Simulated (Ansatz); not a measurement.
**Straining Cu**

These are results of Ansatz 0.2.0, DFT r2SCAN, scalar-relativistic, plane waves, PAW, not measurements. Settings: 500 eV cutoff, 24×24×12 k-mesh, Gaussian smearing of 0.10 eV, no spin polarisation.

Starting point, cell and atoms relaxed:

```
Cu
1.0
     2.53050    0.00000    0.00000
    -1.26525    2.19148    0.00000
     0.00000    0.00000    4.12986
Cu
2
Direct
  0.33333 0.66667 0.25000
  0.66667 0.33333 0.75000
```

Deformation: c alone is stretched, the rest of the cell is held and the atoms relax, all within the symmetry that the strain leaves. Energies are extrapolated to zero smearing. On this cell's mesh the reference holds a stress of up to 0.52 GPa.

Question: Give the structure at +4.0 %.

Answer:
```
Cu
1.0
     2.53050    0.00000    0.00000
    -1.26525    2.19148    0.00000
     0.00000    0.00000    4.29505
Cu
2
Direct
  0.33333 0.66667 0.25000
  0.66667 0.33333 0.75000
```
Space group P6_3/mmc (194), 14.0 meV/atom over the relaxed crystal.

This form isn't the element's structure at ambient conditions.